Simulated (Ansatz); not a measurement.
# What is wrong with this input? (Ga$_{3}$Se)

Someone meant to compute Ga$_{3}$Se with PBEsol, plane waves and PAW in Ansatz and wrote this input.

```yaml
crystal:
  lattice:
    - [4.432465, 0.0, 0.0]
    - [0.0, 4.432465, 0.0]
    - [0.0, 0.0, 4.432465]
  atoms:
    - { symbol: Ga, position: [0.0119714092, 0.5038992226, 0.5405547267] }
    - { symbol: Ga, position: [0.5330840062, -0.0134847446, 0.5375262365] }
    - { symbol: Ga, position: [0.5021233845, 0.5324579624, 0.0144667868] }
    - { symbol: Se, position: [-0.0248148425, 0.019375256, 0.0078270722] }
basis:
  ecutwfc: 420
kpoints:
  mp_grid: { grid: [6, 6, 6] }
hamiltonian:
  xc: pbesol
scf:
  occupations: { method: gaussian, width: 0.1 }
output:
  forces: true
  stress: true
  eigenvalues: true
relax:
  adjacent_minimum: "off"
  f_tol: 0.005
  max_steps: 2
  cell: { stress_tol: 0.05 }
```

Command:

```bash
ansatz run input.yaml --threads 1 --pin off --max-ram 2560MiB --backend cpu --events-out ev --progress --plain --runs-dir out
```

Output, shortened (HF is the Harris–Foulkes energy, dr2 the density residual in eV):

```text
k-points: 112 of 216 (time reversal used)
PAW frozen core: Ga, regenerated for the run's functional, and the local potential with it (the file was generated under x = pbe(κ = 0.804, μ = 0.2195), c = pbe(β = 0.0667))
PAW frozen core: Se, regenerated for the run's functional, and the local potential with it (the file was generated under x = pbe(κ = 0.804, μ = 0.2195), c = pbe(β = 0.0667))
Initial density: superposition of atomic densities, corrected by the library's trained network
SCF iter   1: HF=-16653.812260 eV  Δρ=2.39e-3  dr2=9.07e-3
SCF iter   2: HF=-16653.808523 eV  Δρ=1.09e-3  dr2=2.05e-3
SCF iter   3: HF=-16653.808135 eV  Δρ=4.66e-4  dr2=3.18e-4
SCF iter   4: HF=-16653.808071 eV  Δρ=1.78e-4  dr2=2.94e-5
   ...
SCF 1 converged in 7 iterations: F = -16653.808068 eV  dr2 = 6.54e-8
relax step   1: F+E_penalty+E_count = -16653.80806789 eV  Δ(F+E_penalty+E_count) = +0.000e0 eV  max|allowed force component| = 2.143e-1 eV/Å  Δτ_max = 0.0000 Å  P = -3.030 GPa  Ω = 87.084 Å³  (7 SCF iters, dr2 threshold 1.00e-7 eV, accepted)
Crystal: 4 atoms, lattice volume = 79.927 Å³
Basis set: ecut = 420 eV, 1555 PW (Γ), exchange–correlation on 60×60×60 points (8 copies of the dense FFT grid, shifted against one another)
Initial density: handed on by an earlier stage of this run
SCF iter  10: HF=-16653.927174 eV  Δρ=1.37e-6  dr2=1.50e-9
SCF iter  11: HF=-16653.927174 eV  Δρ=4.11e-7  dr2=1.85e-10
SCF iter  12: F=-16653.927174 eV  HF=-16653.927174 eV  Δρ=8.61e-8  dr2=1.02e-11
SCF 2 converged in 12 iterations: F = -16653.927174 eV  dr2 = 1.02e-11
relax step   2: F+E_penalty+E_count = -16653.92717404 eV  Δ(F+E_penalty+E_count) = -1.191e-1 eV  max|allowed force component| = 1.086e-1 eV/Å  Δτ_max = 0.0727 Å  P = +0.030 GPa  Ω = 79.927 Å³  energy of the carried Pulay correction = +1.237e-3 eV  (12 SCF iters, accepted)
Step failed. What follows is not a result of the run: it is the report of the last solve that finished, which converged after 12 SCF iterations.
Free energy (F): -16653.927174 eV
E sigma→0 (E₀):  -16653.923468 eV
Entropy (-TS):   -0.007411 eV (-1.853 meV/atom)
Fermi energy:    9.662041 eV
--- Forces (eV/Å), atoms counted from 1 ---
  atom   1  Ga     0.07679668    -0.01662589    -0.08716810
  atom   2  Ga    -0.10862297     0.05912977    -0.08605507
  atom   3  Ga    -0.02496326    -0.08852090     0.10212659
  atom   4  Se     0.05679054     0.04601761     0.07109771
--- Stress (GPa, compression-positive) ---
       -0.051297       0.418202      -0.057076
        0.418202      -0.010510       0.027109
       -0.057076       0.027109       0.064003
  P = ⅓ Tr σ = 0.0007 GPa (0.007 kbar)
```

**Question.** Why did this happen?

**Answer.** The fault is a relaxation cut at too few steps. Forces or stress still stood over their tolerances at the last step allowed. The cure is more steps.

Mended input, as a difference:

```diff
 relax:
-  max_steps: 2
+  max_steps: 100
```

Result of the mended run: a pressure of -0.02 GPa, no gap.

The mended run took 13 min on 1 thread of Intel(R) Xeon(R) Processor @ 2.70GHz, with other jobs on the host, peak memory 0.57 GiB.